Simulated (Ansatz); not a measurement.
Starting structure, CH put at a top Al site (TiAl, P4/mmm (No. 123), (1 0 1) face):

```xyz
10
Lattice="2.7952 0.0000 0.0000 0.0000 4.9117 0.0000 0.0000 0.0000 26.9952" Properties=species:S:1:pos:R:3 pbc="T T T"
Ti    0.0000    1.5907    8.5000
Al    1.3976    4.0465    8.5000
Ti    0.0000    3.1814   10.7984
Al    1.3976    0.7256   10.7984
Ti    0.0000    4.7715   13.0841
Al    1.3976    2.3148   13.1054
Ti    0.0000    1.3983   15.3201
Al    1.3976    3.8448   15.4530
C     1.3976    3.8448   17.4330
H     1.3976    3.8448   18.5330
```

These are results of DFT PBEsol, scalar-relativistic, plane waves, PAW in Ansatz 0.2.0, not measurements. Plane waves to 420 eV, a k mesh through Γ of 10×6×1 on the computed 10-atom cell and Gaussian smearing (0.10 eV); no spin polarisation. A dipole correction removes the field between periodic images along c.

Atoms 1, 2, 3, 4 (counted from 1) are held. The cell is fixed. Force threshold 0.03 eV/Å.

```tsv
step	E − E_final (eV)	largest force (eV/Å)
1	2.871	2.250
2	2.448	0.958
3	2.311	0.292
4	2.270	0.549
5	2.095	1.230
6	1.695	1.787
7	1.192	1.929
8	0.707	1.605
9	0.368	0.992
10	0.095	0.782
11	0.061	1.078
12	0.028	0.527
13	0.006	0.131
14	0.002	0.111
15	0.000	0.027
```

(1) What is the final structure?

The end is the local minimum or symmetric point that this start leads to. The slab is only 6.9 Å thick, so the energy isn't converged with thickness.

Results:

(1)
```
CELL_PARAMETERS angstrom
2.79516 0.00000 0.00000
0.00000 4.91165 0.00000
0.00000 0.00000 26.99519
ATOMIC_POSITIONS crystal
Ti 0.00000 0.32386 0.31487
Al 0.50000 0.82386 0.31487
Ti 0.00000 0.64772 0.40001
Al 0.50000 0.14772 0.40001
Ti 0.00000 0.96524 0.48583
Al 0.50000 0.47310 0.48411
Ti 0.00000 0.32811 0.57317
Al 0.50000 0.81968 0.57108
C 0.50000 0.48652 0.61435
H 0.50000 0.51445 0.65479
```

Cost: 1 run of about 14 core-minutes, on Arm Neoverse V1 (shared hosts).